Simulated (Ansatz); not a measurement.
PdCl2 in space group P2_1/c (No. 14; Pd on 2c, Cl on 4e), PBE (plane waves, PAW; program Ansatz), all energies at zero smearing, with the estimated change up to a 700 eV cutoff added, with one set of potentials and settings (totals compare only within such a set). Cell of 6 atoms (2 Pd, 4 Cl): -18266.683 eV.

| element | reference phase | E (eV/atom) |
|---|---|---|
| Pd | Fm-3m, 1 atoms in the cell | -6972.8544 |
| Cl | Cmce, 4 atoms in the cell | -1079.4982 |

Formation energy per atom, worked out: (-18266.683 − 2×(-6972.8544) − 4×(-1079.4982))/6 = -0.497 eV/atom (-48 kJ per mol of atoms), at 0 K, without zero-point energy or fitted corrections.

The workflow started from a Materials Project entry (that database holds measured and hypothetical structures alike); the Crystallography Open Database copy checked does not list it. COD files the formula under space group No. 58. Its standing as an ambient phase is unchecked. The PBE relaxation kept the symmetry of its start; its stability against distortions is not shown here. The run is not spin-polarised. A crystal of weakly bound layers computed without a dispersion correction: the cell and the soft elastic constants depend strongly on that. The references are the lowest solids computed at this level, not always the standard phases (solids in place of the gases).

Potentials: the later of the program's two PAW sets.
